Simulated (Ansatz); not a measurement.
ZrC:
```yaml
crystal:
  lattice:
    - [0.00000, 2.35423, 2.35423]
    - [2.35423, 0.00000, 2.35423]
    - [2.35423, 2.35423, 0.00000]
  atoms:
    - { symbol: C, position: [0.00000, 0.00000, 0.00000] }
    - { symbol: Zr, position: [0.50000, 0.50000, 0.50000] }
```

Relaxed with PBE.

Task: Map the valence electron density (e/Å³), cut off at 2 on the plane through (0.000, 0.000, 0.000) spanned by u = [1, 0, 0] and v = [0, 1, -1] in lattice vectors, from PBE (plane waves, PAW; program Ansatz).

Result: x is the fraction of u, y of v (the angle between them is 90°; rows are the nearest grid lines); atoms in the plane: C at (0.00, 0.00), Zr at (0.50, 0.50).
```
|887531000000135788|
|887521000000125788|
|775321000000123577|
|553211111111112355|
|322111234432111223|
|111113699996311111|
|000126999999621000|
|000139999999931000|
|000149999999941000|
|000149999999941000|
|000139999999931000|
|000126999999621000|
|111113699996311111|
|322111234432111223|
|553211111111112355|
|775321000000123577|
|887521000000125788|
|887531000000135788|
```
Scale: ten equal steps from 0.169 (start of '0') to 2.00 (end of '9'), in the order '0123456789'; x runs from 0.000 to 1.00, y from 0.000 (bottom) to 1.00 (top).

The density is the valence pseudo-density with augmentation charge, so density and ELF within about 1 Å of a nucleus are not all-electron values.

Space group Fm-3m (rock salt). Symmetry was held in the PBE relaxation; of distortions, only those at the zone centre were tested. No spin polarisation was allowed.

Potentials: the later of the program's two PAW sets.
